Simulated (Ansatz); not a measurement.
Bi$_{2}$Pt in space group Pa-3 (No. 205; Bi on 8c, Pt on 4a), PBEsol in the plane-wave PAW code Ansatz, all energies at zero smearing, with the estimated change up to a 700 eV cutoff added, with one set of potentials and settings (totals compare only within such a set). Cell of 12 atoms (8 Bi, 4 Pt): -147474.234 eV.

```csv
element,reference phase,E (eV/atom)
Bi,"R-3m, 2 atoms in the cell",-12242.0039
Pt,"Fm-3m, 1 atoms in the cell",-12383.8180
```

Formation energy per atom, worked out: (-147474.234 − 8×(-12242.0039) − 4×(-12383.8180))/12 = -0.244 eV/atom (-24 kJ per mol of atoms), at 0 K, without zero-point energy or fitted corrections.

The workflow started from a Materials Project entry (that database holds measured and hypothetical structures alike); the Crystallography Open Database files this formula in space group No. 205, but the cells were not matched. Its standing as an ambient phase is unchecked. The PBEsol relaxation kept the symmetry of its start; whether a distortion lowers the energy is not shown. The run is not spin-polarised. The references are the lowest solids computed at this level, not always the standard phases. Spin–orbit coupling is left out wherever it is not named.

Potentials: the later of the program's two PAW sets.
